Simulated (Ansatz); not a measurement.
N:
```
CELL_PARAMETERS angstrom
      4.20457     0.00000     0.00000
      0.00000     4.20457     0.00000
      0.00000     0.00000     5.37621
ATOMIC_POSITIONS crystal
  N  0.09192 0.09192 0.00000
  N  0.59192 0.40808 0.50000
  N  0.40808 0.59192 0.50000
  N  0.90808 0.90808 0.00000
```

Relaxed with r²SCAN. Special points in fractions of this cell's reciprocal vectors: Γ (0.000, 0.000, 0.000); X (0.000, 0.500, 0.000); M (0.500, 0.500, 0.000); Z (0.000, 0.000, 0.500); R (0.000, 0.500, 0.500); A (0.500, 0.500, 0.500).

Question: List the band energies nearest the valence-band maximum at these points for r²SCAN (plane waves, PAW; program Ansatz).

Answer: In eV from the valence-band maximum; about four levels below and three above (degenerate sets whole), none deeper than 8.9 eV; points with the same levels are listed once.

```tsv
k	below	above
Γ	-1.33 -1.33 -1.23 -0.82 -0.13	7.89 8.77 9.06 9.06
X	-1.49 -1.49 -0.18 -0.18	8.86 8.86 8.88 8.88
M	-1.45 -1.45 -0.03 -0.03	8.67 8.67 9.56 9.56
Z	-1.34 -1.34 -0.34 -0.34	8.31 8.31 9.04 9.04
R	-1.31 -1.31 -0.23 -0.23	8.51 8.51 9.17 9.17
A	-1.48 -1.48 0.00 0.00	8.67 8.67 9.56 9.56
```

Space group P4_2/mnm. The start of the workflow was typed in or built on a structure type; the Crystallography Open Database copy checked does not list it. It is not the usual solid phase (space group No. 205). The r²SCAN relaxation kept the symmetry of its start; whether a distortion lowers the energy is not shown. The substance is a gas or liquid at ambient conditions. The volume moved by 19 % from the start of the relaxation. A crystal of weakly bound units computed without a dispersion correction: the cell and the soft elastic constants depend strongly on that.

Potentials: the later of the program's two PAW sets.
